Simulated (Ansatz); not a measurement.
TaC in space group P6/mmm (No. 191; Ta on 3f, C on 1a, C on 2d) under volume change, the program Ansatz at the PBE level (PAW), shape and atoms relaxed at each volume.

```
V (Å³/atom)  E − E(relaxed) (meV/atom)  P (GPa)
-----------  -------------------------  -------
12.290                            93.2    26.63
12.696                            39.2    16.35
13.101                             ___      ___
13.506                             0.0     0.00
13.911                             8.4    -6.46
14.316                             ___      ___
14.721                            68.3   -16.71
```

**Question.** Some entries are withheld; supply them.

**Answer.** 
- 13.101, E − E(relaxed) (meV/atom): 9.3
- 13.101, P (GPa): 7.54
- 14.316, E − E(relaxed) (meV/atom): 31.9
- 14.316, P (GPa): -11.99

**Question.** What does a third-order Birch–Murnaghan fit give for V₀, B₀ and B′?

**Answer.** V₀ = 13.51 Å³/atom, B₀ = 232 GPa, B′ = 4.2.

A made-up cell: these elements were put on the sites of a structure type; neither database checked (COD, Materials Project) lists it. It is not the phase usual at ambient conditions (space group No. 225). The PBE relaxation kept the symmetry of its start; whether a distortion lowers the energy is not shown. No spin polarisation was allowed. Scalar-relativistic: spin–orbit coupling is off unless named, which matters more the heavier the elements.

Potentials: the later of the program's two PAW sets.
